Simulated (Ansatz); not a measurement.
A relaxation of cell and atoms of Si3C3N8 on the sites of β-Si3N4 (relaxed group P-6) with the plane-wave code Ansatz, at the level r2SCAN. It starts from the PBE minimum.

```yaml
crystal:
  lattice:
    - [7.0836271487, -2.8e-09, 0.0]
    - [-3.5418135719, 6.1346010631, 0.0]
    - [0.0, 0.0, 2.6827290951]
  atoms:
    - { symbol: Si, position: [0.2261128044, 0.8358905494, 0.5] }
    - { symbol: C, position: [0.426232329, 0.2378415026, 0.0] }
    - { symbol: C, position: [0.8116091735, 0.573767671, 0.0] }
    - { symbol: Si, position: [0.1641094506, 0.390222255, 0.5] }
    - { symbol: Si, position: [0.609777745, 0.7738871956, 0.5] }
    - { symbol: C, position: [0.7621584974, 0.1883908265, 0.0] }
    - { symbol: "N", position: [0.3333333333, 0.6666666667, 0.5] }
    - { symbol: "N", position: [0.6666666667, 0.3333333333, 0.0] }
    - { symbol: "N", position: [0.9487226186, 0.636184618, 0.5] }
    - { symbol: "N", position: [0.3029366945, 1.0040693134, 0.0] }
    - { symbol: "N", position: [0.7011326189, 0.6970633055, 0.0] }
    - { symbol: "N", position: [0.363815382, 0.3125380006, 0.5] }
    - { symbol: "N", position: [-0.0040693134, 0.2988673811, 0.0] }
    - { symbol: "N", position: [0.6874619994, 0.0512773814, 0.5] }
kpoints:
  mp_grid: { grid: [6, 6, 8] }
hamiltonian:
  xc: r2scan
scf:
  occupations: { method: fermi_dirac, width: 0.02 }
relax:
  f_tol: 0.005
  cell: {}
```

The trajectory has 9 recorded frames, each with positions in Å and forces in eV/Å. The last, and any step after a large change of cell, is solved on a basis re-selected at its cell; pressure is positive in compression.

Step 1: energy 0.0 meV/atom from step 1, largest force component 0.328 eV/Å, pressure -5.69 GPa
```xyz
14
Lattice="7.0836 0.0000 0.0000 -3.5418 6.1346 0.0000 0.0000 0.0000 2.6827" Properties=species:S:1:pos:R:3:forces:R:3 pbc="T T T"
Si   -1.3589    5.1279    1.3414    0.0001    0.0734    0.0000
C     2.1769    1.4591    0.0000    0.0819   -0.0644    0.0000
C     3.7170    3.5198    0.0000   -0.0967   -0.0388    0.0000
Si   -0.2196    2.3939    1.3414   -0.0636   -0.0366    0.0000
Si    1.5785    4.7475    1.3414    0.0635   -0.0368    0.0000
C     4.7316    1.1557    0.0000    0.0148    0.1032    0.0000
N     0.0000    4.0897    1.3414    0.0000    0.0000    0.0000
N     3.5418    2.0449    0.0000    0.0000    0.0000    0.0000
N     4.4671    3.9027    1.3414    0.1336    0.1539    0.0000
N    -1.4103    6.1596    0.0000    0.0602   -0.3280    0.0000
N     2.4977    4.2762    0.0000   -0.3141    0.1118    0.0000
N     1.4702    1.9173    1.3414   -0.2001    0.0387    0.0000
N    -1.0874    1.8334    0.0000    0.2539    0.2161    0.0000
N     4.6881    0.3146    1.3414    0.0665   -0.1927    0.0000
```

Step 2: energy -2.3 meV/atom from step 1, largest force component 0.204 eV/Å, pressure -2.61 GPa
```xyz
14
Lattice="7.0589 0.0000 0.0000 -3.5295 6.1132 0.0000 0.0000 0.0000 2.6749" Properties=species:S:1:pos:R:3:forces:R:3 pbc="T T T"
Si   -1.3542    5.1093    1.3374    0.0019    0.0181    0.0000
C     2.1695    1.4527    0.0000    0.0412    0.0078    0.0000
C     3.7028    3.5080    0.0000   -0.0139   -0.0396    0.0000
Si   -0.2182    2.3857    1.3374   -0.0166   -0.0074    0.0000
Si    1.5725    4.7313    1.3374    0.0147   -0.0107    0.0000
C     4.7161    1.1525    0.0000   -0.0273    0.0318    0.0000
N     0.0000    4.0755    1.3374    0.0000    0.0000    0.0000
N     3.5294    2.0377    0.0000    0.0000    0.0000    0.0000
N     4.4526    3.8886    1.3374    0.0580    0.1238    0.0000
N    -1.4044    6.1356    0.0000    0.0242   -0.2036    0.0000
N     2.4863    4.2617    0.0000   -0.1884    0.0809    0.0000
N     1.4650    1.9118    1.3374   -0.1363   -0.0117    0.0000
N    -1.0819    1.8291    0.0000    0.1643    0.1227    0.0000
N     4.6708    0.3128    1.3374    0.0782   -0.1122    0.0000
```

Step 3: energy -3.1 meV/atom from step 1, largest force component 0.051 eV/Å, pressure +0.09 GPa
```xyz
14
Lattice="7.0403 0.0000 0.0000 -3.5201 6.0970 0.0000 0.0000 0.0000 2.6673" Properties=species:S:1:pos:R:3:forces:R:3 pbc="T T T"
Si   -1.3503    5.0940    1.3336   -0.0123   -0.0220    0.0000
C     2.1641    1.4465    0.0000   -0.0332    0.0400    0.0000
C     3.6908    3.4997    0.0000    0.0512    0.0088    0.0000
Si   -0.2163    2.3806    1.3336    0.0252    0.0003    0.0000
Si    1.5666    4.7194    1.3336   -0.0129    0.0216    0.0000
C     4.7055    1.1509    0.0000   -0.0180   -0.0487    0.0000
N     0.0000    4.0647    1.3336    0.0000    0.0000    0.0000
N     3.5201    2.0323    0.0000    0.0000    0.0000    0.0000
N     4.4390    3.8826    1.3336   -0.0295    0.0198    0.0000
N    -1.3989    6.1149    0.0000    0.0257   -0.0254    0.0000
N     2.4750    4.2511    0.0000   -0.0349   -0.0096    0.0000
N     1.4583    1.9030    1.3336   -0.0024   -0.0354    0.0000
N    -1.0761    1.8281    0.0000    0.0092    0.0350    0.0000
N     4.6631    0.3114    1.3336    0.0318    0.0156    0.0000
```

**Question.** How does the relaxation go on, and where does it end?

**Answer.**
Step 4: energy -3.1 meV/atom from step 1, largest force component 0.030 eV/Å, pressure +0.09 GPa
```xyz
14
Lattice="7.0398 0.0000 0.0000 -3.5199 6.0967 0.0000 0.0000 0.0000 2.6679" Properties=species:S:1:pos:R:3:forces:R:3 pbc="T T T"
Si   -1.3503    5.0930    1.3340   -0.0202   -0.0089    0.0000
C     2.1636    1.4460    0.0000   -0.0117    0.0138    0.0000
C     3.6904    3.4999    0.0000    0.0178    0.0032    0.0000
Si   -0.2156    2.3807    1.3340    0.0178   -0.0131    0.0000
Si    1.5659    4.7196    1.3340    0.0024    0.0220    0.0000
C     4.7057    1.1507    0.0000   -0.0061   -0.0171    0.0000
N     0.0000    4.0644    1.3340    0.0000    0.0000    0.0000
N     3.5199    2.0322    0.0000    0.0000    0.0000    0.0000
N     4.4369    3.8840    1.3340   -0.0077    0.0172    0.0000
N    -1.3975    6.1136    0.0000    0.0270   -0.0126    0.0000
N     2.4733    4.2501    0.0000   -0.0244   -0.0170    0.0000
N     1.4578    1.9005    1.3340   -0.0111   -0.0153    0.0000
N    -1.0758    1.8296    0.0000   -0.0026    0.0297    0.0000
N     4.6651    0.3122    1.3340    0.0188   -0.0020    0.0000
```

Step 5: energy -3.1 meV/atom from step 1, largest force component 0.107 eV/Å, pressure -0.01 GPa
```xyz
14
Lattice="7.0430 0.0000 0.0000 -3.5215 6.0995 0.0000 0.0000 0.0000 2.6681" Properties=species:S:1:pos:R:3:forces:R:3 pbc="T T T"
Si   -1.3542    5.0925    1.3341    0.0991   -0.0427    0.0000
C     2.1654    1.4430    0.0000    0.0131   -0.0026    0.0000
C     3.6885    3.5027    0.0000   -0.0088   -0.0100    0.0000
Si   -0.2117    2.3804    1.3341   -0.0125    0.1072    0.0000
Si    1.5658    4.7260    1.3341   -0.0866   -0.0645    0.0000
C     4.7107    1.1538    0.0000   -0.0043    0.0127    0.0000
N     0.0000    4.0663    1.3341    0.0000    0.0000    0.0000
N     3.5215    2.0332    0.0000    0.0000    0.0000    0.0000
N     4.4315    3.8925    1.3341   -0.0242   -0.0079    0.0000
N    -1.3864    6.1131    0.0000   -0.0234    0.0198    0.0000
N     2.4658    4.2436    0.0000    0.0289    0.0104    0.0000
N     1.4563    1.8916    1.3341    0.0189   -0.0170    0.0000
N    -1.0794    1.8423    0.0000   -0.0054   -0.0302    0.0000
N     4.6768    0.3154    1.3341    0.0052    0.0249    0.0000
```

Step 6: energy -3.1 meV/atom from step 1, largest force component 0.019 eV/Å, pressure -0.03 GPa
```xyz
14
Lattice="7.0433 0.0000 0.0000 -3.5217 6.0997 0.0000 0.0000 0.0000 2.6681" Properties=species:S:1:pos:R:3:forces:R:3 pbc="T T T"
Si   -1.3516    5.0924    1.3340   -0.0171    0.0093    0.0000
C     2.1657    1.4432    0.0000   -0.0074   -0.0010    0.0000
C     3.6886    3.5025    0.0000    0.0028    0.0069    0.0000
Si   -0.2127    2.3830    1.3340    0.0005   -0.0195    0.0000
Si    1.5643    4.7240    1.3340    0.0166    0.0102    0.0000
C     4.7106    1.1540    0.0000    0.0046   -0.0059    0.0000
N     0.0000    4.0665    1.3340    0.0000    0.0000    0.0000
N     3.5217    2.0332    0.0000    0.0000    0.0000    0.0000
N     4.4323    3.8921    1.3340   -0.0019   -0.0016    0.0000
N    -1.3881    6.1132    0.0000    0.0012    0.0091    0.0000
N     2.4666    4.2452    0.0000    0.0073   -0.0056    0.0000
N     1.4565    1.8924    1.3340    0.0023   -0.0008    0.0000
N    -1.0785    1.8409    0.0000   -0.0085   -0.0035    0.0000
N     4.6762    0.3151    1.3340   -0.0004    0.0024    0.0000
```

Step 7 (rejected): energy -3.1 meV/atom from step 1, largest force component 0.026 eV/Å, pressure +0.02 GPa
```xyz
14
Lattice="7.0422 0.0000 0.0000 -3.5211 6.0987 0.0000 0.0000 0.0000 2.6683" Properties=species:S:1:pos:R:3:forces:R:3 pbc="T T T"
Si   -1.3510    5.0931    1.3341   -0.0092    0.0007    0.0000
C     2.1648    1.4442    0.0000    0.0006   -0.0047    0.0000
C     3.6894    3.5019    0.0000   -0.0043    0.0018    0.0000
Si   -0.2142    2.3822    1.3341    0.0040   -0.0083    0.0000
Si    1.5651    4.7221    1.3341    0.0052    0.0076    0.0000
C     4.7091    1.1526    0.0000    0.0038    0.0028    0.0000
N     0.0000    4.0658    1.3341    0.0000    0.0000    0.0000
N     3.5211    2.0329    0.0000    0.0000    0.0000    0.0000
N     4.4324    3.8920    1.3341    0.0099   -0.0033    0.0000
N    -1.3877    6.1139    0.0000   -0.0036   -0.0261    0.0000
N     2.4676    4.2435    0.0000   -0.0208    0.0162    0.0000
N     1.4555    1.8926    1.3341   -0.0021    0.0102    0.0000
N    -1.0799    1.8400    0.0000    0.0244    0.0099    0.0000
N     4.6754    0.3142    1.3341   -0.0078   -0.0069    0.0000
```

Step 8: energy -3.1 meV/atom from step 1, largest force component 0.004 eV/Å, pressure 0.00 GPa
```xyz
14
Lattice="7.0424 0.0000 0.0000 -3.5212 6.0989 0.0000 0.0000 0.0000 2.6683" Properties=species:S:1:pos:R:3:forces:R:3 pbc="T T T"
Si   -1.3517    5.0922    1.3342   -0.0009   -0.0007    0.0000
C     2.1651    1.4434    0.0000    0.0026    0.0009    0.0000
C     3.6886    3.5021    0.0000   -0.0005   -0.0027    0.0000
Si   -0.2130    2.3821    1.3342    0.0010   -0.0004    0.0000
Si    1.5647    4.7234    1.3342   -0.0001    0.0011    0.0000
C     4.7098    1.1534    0.0000   -0.0021    0.0018    0.0000
N     0.0000    4.0659    1.3342    0.0000    0.0000    0.0000
N     3.5212    2.0330    0.0000    0.0000    0.0000    0.0000
N     4.4322    3.8911    1.3342    0.0024    0.0031    0.0000
N    -1.3886    6.1129    0.0000   -0.0008    0.0001    0.0000
N     2.4670    4.2450    0.0000    0.0005    0.0007    0.0000
N     1.4565    1.8928    1.3342   -0.0039    0.0005    0.0000
N    -1.0784    1.8399    0.0000    0.0003   -0.0008    0.0000
N     4.6749    0.3149    1.3342    0.0015   -0.0036    0.0000
```

Step 9: energy -3.1 meV/atom from step 1, largest force component 0.004 eV/Å, pressure +0.01 GPa
```xyz
14
Lattice="7.0424 0.0000 0.0000 -3.5212 6.0989 0.0000 0.0000 0.0000 2.6683" Properties=species:S:1:pos:R:3:forces:R:3 pbc="T T T"
Si   -1.3517    5.0922    1.3342   -0.0009   -0.0007    0.0000
C     2.1651    1.4434    0.0000    0.0025    0.0010    0.0000
C     3.6886    3.5021    0.0000   -0.0004   -0.0027    0.0000
Si   -0.2130    2.3821    1.3342    0.0011   -0.0004    0.0000
Si    1.5647    4.7234    1.3342   -0.0002    0.0011    0.0000
C     4.7098    1.1534    0.0000   -0.0021    0.0017    0.0000
N     0.0000    4.0659    1.3342    0.0000    0.0000    0.0000
N     3.5212    2.0330    0.0000    0.0000    0.0000    0.0000
N     4.4322    3.8911    1.3342    0.0025    0.0031    0.0000
N    -1.3886    6.1129    0.0000   -0.0008    0.0000    0.0000
N     2.4670    4.2450    0.0000    0.0004    0.0007    0.0000
N     1.4565    1.8928    1.3342   -0.0039    0.0006    0.0000
N    -1.0784    1.8399    0.0000    0.0004   -0.0007    0.0000
N     4.6749    0.3149    1.3342    0.0015   -0.0037    0.0000
```

The walk took 8 steps and changed the volume by -1.7 %. The last SCF, on a fresh basis, lies 3.1 meV an atom below the first. Final cell: space group P-6 (No. 174), hexagonal; a = 7.042 Å, c = 2.668 Å in the conventional setting, 8.19 Å³ an atom. Around Si lie 4 N at 1.68–1.74 Å; around C lie 4 N at 1.43–1.58 Å; around N lie 3 Si at 1.70 Å; around N lie 3 C at 1.48 Å; around N lie 2 C at 1.58 Å and 1 Si at 1.74 Å; around N lie 1 C at 1.43 Å and 2 Si at 1.68 Å.

**Question.** It ran on 1 × NVIDIA H100 80GB HBM3 with 2 threads of AMD EPYC 7R13 Processor (Zen 3), with other jobs on the host. About how long did it take, and how much host memory at the peak?

**Answer.** About 66 s, with a peak of 1 GiB.

The cell comes from a prototype generator: it can be a known phase or a hypothetical one. Spin polarisation is off.
